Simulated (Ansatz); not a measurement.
One crystal and one scan (energy against volume) at two levels, PBE-D3(BJ) (plane waves to 420 eV, PAW, scalar-relativistic; Ansatz, a first-principles code) and PBEsol-D3(BJ) (plane waves to 420 eV, PAW, scalar-relativistic; Ansatz), each from its own relaxed cell and on its own mesh.

The crystal is BN (h-BN type, space group P6_3/mmc); the cell is scaled evenly about its relaxed volume V₀.

E stands for the smeared free energy. BN was relaxed with its symmetry unable to fall. The PAW data are Ansatz's earlier set. With the shape held, the modulus is that of even scaling; a crystal free to change shape is softer. Both scans cover V/V₀ from 0.900 to 1.100.

```
quantity                                                                     run 1  run 2
---------------------------------------------------------------------------  -----  -----
Lattice constant a (Å)                                                       2.500  2.506
Lattice constant c (Å)                                                       6.413  6.616
Relaxed volume (Å³/atom)                                                      8.68   8.99
Band gap of the relaxed cell, no spin-orbit coupling (eV)                     4.08   4.24
Pressure at the smallest volume (GPa)                                         32.7   31.1
Energy cost of the largest compression (meV/atom)                             81.3   80.2
Energy cost of the largest expansion (meV/atom)                               59.6   58.7
Bulk modulus at fixed cell shape B₀ (third-order Birch-Murnaghan fit) (GPa)  255.2  242.6
Pressure for 5 % compression (fit) (GPa)                                      14.4   13.7
```

### Question
Which run is which level?

### Answer
Run 2 is PBE-D3(BJ), run 1 is PBEsol-D3(BJ). PBE-D3(BJ) gives the higher value for: lattice constant a; lattice constant c; relaxed volume; band gap of the relaxed cell, no spin-orbit coupling. PBE-D3(BJ) gives the lower value for: pressure at the smallest volume; bulk modulus at fixed cell shape B₀; pressure for 5 % compression. They agree on: energy cost of the largest compression (within 1.5 %); energy cost of the largest expansion (within 1.5 %).

(Under strain, the slope of the energy per volume gives the stress and its curvature an elastic modulus.)
